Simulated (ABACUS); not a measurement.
Worked example: self-consistent single point of TaN (P-62m, 6 atoms in the cell; from Materials Project mp-1279, changed as shown) in ABACUS.

All values come from this method and carry its errors: PBEsol, PseudoDojo 0.4 standard norm-conserving PBEsol (tails mended) pseudopotentials (plane waves; ABACUS).

The change in words: volume scaled by 0.99. Reference geometry (P-62m):
```xyz
6
Lattice="5.2085 0.0000 0.0000 -2.6042 4.5107 0.0000 0.0000 0.0000 2.9148" Properties=species:S:1:pos:R:3 pbc="T T T"
Ta     0.0000     0.0000     0.0000
Ta     0.0000     3.0071     1.4574
Ta     2.6043     1.5036     1.4574
N      2.0438     0.0000     0.0000
N      1.5824     2.7407     0.0000
N     -1.0219     1.7700     0.0000
```

Reference input (self-consistent single point, DFT, PBEsol, plane waves, PseudoDojo 0.4 standard norm-conserving PBEsol (tails mended) pseudopotentials): KPT = Gamma 5 5 7 0 0 0; basis_type = pw; ecutwfc = 84 Ry; smearing_method = fd; smearing_sigma = 0.00367493 Ry; potentials = PseudoDojo 0.4 standard norm-conserving PBEsol (tails mended); symmetry = 1; symmetry_prec = 1e-05; ks_solver = dav; scf_nmax = 100; scf_thr = 1.0e-09 Ry; mixing_type = broyden. This run's input differs from it in these lines:

```diff
@@ -24,8 +24,8 @@
 LATTICE_CONSTANT
-9.842639
+9.809716
 
 LATTICE_VECTORS
-   0.9999999512    0.0000000000    0.0000000000
-  -0.4999999756    0.8660253010    0.0000000000
-   0.0000000000    0.0000000000    0.5596140651
+   0.9999999706    0.0000000000    0.0000000000
+  -0.4999999853    0.8660252972    0.0000000000
+   0.0000000000    0.0000000000    0.5596139982
 
@@ -38,4 +38,4 @@
    0.0000000000    0.0000000000    0.0000000000 1 1 1
-  -0.0000005000    0.5773504893    0.2798070325 1 1 1
-   0.5000004756    0.2886748116    0.2798070325 1 1 1
+  -0.0000005000    0.5773504868    0.2798069991 1 1 1
+   0.5000004853    0.2886748104    0.2798069991 1 1 1
 
@@ -44,5 +44,5 @@
 3
-   0.3923899809    0.0000000000    0.0000000000 1 1 1
-   0.3038049852    0.5262056331    0.0000000000 1 1 1
-  -0.1961949904    0.3398196678    0.0000000000 1 1 1
+   0.3923899885    0.0000000000    0.0000000000 1 1 1
+   0.3038049911    0.5262056308    0.0000000000 1 1 1
+  -0.1961949942    0.3398196664    0.0000000000 1 1 1
 # file: KPT
```

Output (repeated stretches shortened):

```
 SELF-CONSISTENT
 -------------------------------------------
                                 init_chg = atomic

 PW ALGORITHM --------------- ION=   1  ELEC=   1--------------------------------

 Density error is 1.55156737005
                          Error Threshold = 0.01
 E_KohnSham     -452.4052298972      -6155.2889316018
 E_Fermi        1.4560243228         19.8102272164

 PW ALGORITHM --------------- ION=   1  ELEC=   2--------------------------------

 Density error is 1.83138229414
                          Error Threshold = 0.00287327290751
 E_KohnSham     -452.7463861383      -6159.9306003896
   [... lines left out ...]

 Density error is 2.11023697603e-09
                          Error Threshold = 1.65190970252e-10
 E_KohnSham     -453.1063944785      -6164.8287651432
 E_Fermi        1.4340435371         19.5111632849

 PW ALGORITHM --------------- ION=   1  ELEC=  10--------------------------------

 Density error is 1.02407504574e-10
                          Error Threshold = 3.9078462519e-12
 E_KohnSham     -453.1063944790      -6164.8287651505
 E_KS(sigma->0) -453.1063176613      -6164.8277199914
 E_entropy(-TS) -0.0001536355        -0.0020903183
 E_Fermi        1.4340445293         19.5111767845
 charge density convergence is achieved
 final etot is -6164.8287652 eV
 EFERMI = 19.511176785 eV

 STATE ENERGY(eV) AND OCCUPATIONS    NSPIN == 1
   [... 34 lines left out ...]

 TOTAL-FORCE (eV/Angstrom)
                       Ta1         0.0000000000         0.0000000000         0.0000000000
                       Ta2         0.0000000000         0.0000000000         0.0000000000
                       Ta3         0.0000000000         0.0000000000         0.0000000000
                        N1         0.0569001385         0.0000000000         0.0000000000
                        N2        -0.0284500693        -0.0492769608         0.0000000000
                        N3        -0.0284500693         0.0492769608         0.0000000000

 TOTAL-STRESS (KBAR)
       -29.4798856489        -0.0000000000         0.0000000000
         0.0000000000       -29.4798911719         0.0000000000
         0.0000000000         0.0000000000       -31.6164103962
 TOTAL-PRESSURE: -30.192062 KBAR

 --------------------------------------------
 !FINAL_ETOT_IS -6164.8287651505243048 eV
 --------------------------------------------
```

The run converged in 10 iterations. Against the reference run the free energy goes down by 3.3 meV/atom, the pressure goes from -6.17 to -3.02 GPa and the largest force goes from 0.014 to 0.057 eV/Å.

The structure comes from a collection of computed structures, made at another level of theory; the collection holds predicted forms beside known ones. No clean gap shows at this smearing width and mesh (spacing up to 0.31 Å⁻¹); the mesh is coarse for partly filled bands, so the values carry mesh errors.

Cost on one core: roughly 90 core-seconds.

“Tails mended”: in these copies of the files the far tail of each local potential was reset to the Coulomb form.
